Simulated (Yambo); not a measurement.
AgNO3 (space group R3m, No. 160): one transition space (6×6×6 mesh, 10 valence and 3 conduction bands, Tamm-Dancoff) with different kernels in Yambo, on PBEsol orbitals; field along x. BSE alone uses the static screening with 44 bands and a 3 Ry block; its scissor and those of RPA and TDDFT come from G0W0, that of the TDHF-type run from bare exchange. Axes are Cartesian, with cell vectors (Å) (2.58, 1.49, 2.78), (-2.58, 1.49, 2.78), (0.00, -2.97, 2.78).

| kernel | scissor (eV) | direct gap with it (eV) | lowest state (eV) |
|---|---|---|---|
| BSE (screened electron-hole attraction) | 2.48 | 4.62 | ? |
| RPA (no attraction) | 2.48 | 4.62 | 4.62 (dark) |
| TDHF-type (unscreened attraction, exchange-only scissor) | 10.94 | 13.07 | ? |

### Question
What belongs in the gaps?

### Answer

- BSE (screened electron-hole attraction), lowest state (eV): 2.56 (dark)
- TDHF-type (unscreened attraction, exchange-only scissor), lowest state (eV): 5.02 (dark)

RPA leaves the lowest state at the direct gap: no bound exciton. These are vertical excitations (zero momentum); the indirect quasiparticle gap, about 4.13 eV, is smaller than the direct one (4.62 eV on the GW mesh). Spin singlets only. Strong means a line over 3 % of the spectrum's maximum, dark under 0.03 %. Absolute energies carry the error of the G0W0 scissor, whose convergence isn't established; the long-wavelength screening was taken along (1,1,1) although the crystal is anisotropic. Convergence of the binding with the mesh was not shown.

Spin-orbit coupling is not included.

Geometry relaxed with PBE+D3(BJ); primitive cell a = 4.0734 Å, b = 4.0734 Å, c = 4.0734 Å, α = 78.42°, β = 78.42°, γ = 78.42°.
